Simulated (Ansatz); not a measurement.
VN:
```cif
data_NV
_chemical_formula_sum 'V1 N1'
_space_group_name_H-M_alt 'P 1'
_space_group_IT_number 1
_cell_length_a 2.85822
_cell_length_b 2.85822
_cell_length_c 2.85822
_cell_angle_alpha 60.000
_cell_angle_beta 60.000
_cell_angle_gamma 60.000
loop_
_space_group_symop_operation_xyz
  'x, y, z'
loop_
_atom_site_label
_atom_site_type_symbol
_atom_site_fract_x
_atom_site_fract_y
_atom_site_fract_z
_atom_site_occupancy
V1 V 0.00000 0.00000 0.00000 1
N1 N 0.50000 0.50000 0.50000 1
```

Relaxed with LDA.

### Question
Which orbitals make up the states near the Fermi level in DFT-LDA in the program Ansatz with PAW potentials?

### Answer
Within 0.5 eV of the Fermi level: V 3d 88 %, N 2p 10 %. Projections are on Löwdin-orthogonalised atomic valence shells; empty p or d shells of many metals are not among them.

### Question
Tabulate the density of states.

### Answer
States/eV per cell of 2 atoms, in 0.25 eV bins, energy from the Fermi level.

```
E (eV)  total  V 3d  N 2p  N 2s
------  -----  ----  ----  ----
-7.85    1.01  0.27  0.64  0.02
-7.60    1.24  0.30  0.81  0.02
-7.35    1.07  0.24  0.72  0.02
-7.10    0.84  0.17  0.60  0.01
-6.85    0.78  0.13  0.58  0.01
-6.60    1.42  0.42  0.93  0.01
-6.35    2.78  1.00  1.69  0.02
-6.10    2.85  1.08  1.70  0.01
-5.85    2.31  0.85  1.40  0.01
-5.60    1.64  0.61  0.99  0.01
-5.35    1.32  0.49  0.80  0.01
-5.10    1.09  0.40  0.67  0.01
-4.85    0.92  0.32  0.57  0.01
-4.60    0.77  0.26  0.49  0.00
-4.35    0.64  0.20  0.42  0.00
-4.10    0.51  0.14  0.36  0.00
-3.85    0.27  0.08  0.18  0.00
-3.60    0.17  0.06  0.11  0.00
-3.35    0.16  0.07  0.09  0.00
-3.10    0.17  0.08  0.08  0.00
-2.85    0.19  0.11  0.08  0.00
-2.60    0.23  0.15  0.07  0.00
-2.35    0.28  0.20  0.07  0.00
-2.10    0.36  0.27  0.08  0.00
-1.85    0.46  0.35  0.09  0.00
-1.60    0.60  0.49  0.10  0.00
-1.35    0.68  0.56  0.11  0.00
-1.10    0.76  0.63  0.11  0.01
-0.85    0.86  0.73  0.12  0.01
-0.60    0.99  0.85  0.12  0.01
-0.35    1.18  1.02  0.13  0.01
-0.10    1.48  1.29  0.16  0.01
0.15     1.63  1.45  0.14  0.02
0.40     2.14  1.92  0.19  0.02
0.65     3.18  2.92  0.22  0.03
0.90     2.38  2.13  0.21  0.02
1.15     1.80  1.45  0.31  0.01
1.40     5.84  4.91  0.84  0.01
1.65     0.71  0.52  0.16  0.01
1.90     0.67  0.47  0.16  0.02
2.15     0.76  0.53  0.17  0.04
2.40     0.90  0.62  0.19  0.07
2.65     1.02  0.69  0.20  0.10
2.90     0.92  0.60  0.20  0.09
3.15     1.42  0.93  0.25  0.18
3.40     1.29  0.82  0.28  0.14
3.65     1.28  0.80  0.30  0.14
3.90     1.15  0.70  0.32  0.10
4.15     1.05  0.62  0.32  0.07
4.40     0.98  0.57  0.33  0.05
4.65     0.92  0.53  0.33  0.03
```

Space group Fm-3m (rock salt). The LDA relaxation kept the symmetry of its start; of distortions, only those at the zone centre were tested. The run is not spin-polarised.

Potentials: the later of the program's two PAW sets.
